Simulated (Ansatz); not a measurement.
**AsPb: reading a single point**

```
Pb As
1.0
     6.61763    0.00000    0.00000
     0.00000    6.16542    0.00000
     0.00000    0.00000    5.33713
Pb As
4 4
Direct
  0.22970 0.98840 0.25000
  0.77030 0.01160 0.75000
  0.22970 0.51160 0.75000
  0.77030 0.48840 0.25000
  0.86530 0.09170 0.25000
  0.13470 0.90830 0.75000
  0.86530 0.40830 0.75000
  0.13470 0.59170 0.25000
```

Method: PBE, no spin polarisation; PAW, plane waves to 420 eV, 5×6×6 Γ-centred mesh, fermi-dirac occupations (width 0.1 eV) (Ansatz 0.2.0), atoms fixed.

**Stress.** The pressure is 18.7 GPa (compression positive), so with the atoms held at these fractions the cell would first expand; the forces are large, so a full relaxation may end otherwise. The principal stresses 14.3, 20.7, 21.0 GPa differ, so its shape would change too.
**Contacts.** Pb–As at 2.49 Å: least valence density 0.55 e/Å³ and ELF 0.45 there. These are pseudo-fields; inside the PAW spheres they differ from the all-electron ones.
**Formation energy.** 0.71 eV an atom against the elements' usual phases (free molecules for gases, crystals otherwise, with no correction for O₂ or N₂), so at this geometry it isn't bound against them. Relaxing would lower it.
**Electronic structure.** It is a metal, with about 3 states/eV a cell as the mean within 0.25 eV of the Fermi level, mostly As p (49 %) and Pb p (39 %).
**Charges.** Bader charges in e: As -0.42, Pb +0.42. In the mean Pb gives up most and As takes most, against the order of Pauling's electronegativities.
**Forces.** The largest is on Pb1 (and as large on other atoms): 4.11 eV/Å, components (3.61, 1.98, 0.00). It makes 136° with the line to a nearest neighbour, As5 at 2.49 Å, pointing away from it.

Origin: a known structure type with other elements, at an estimated volume, so it need not be a known compound. Caveats: atoms or cell far from equilibrium.
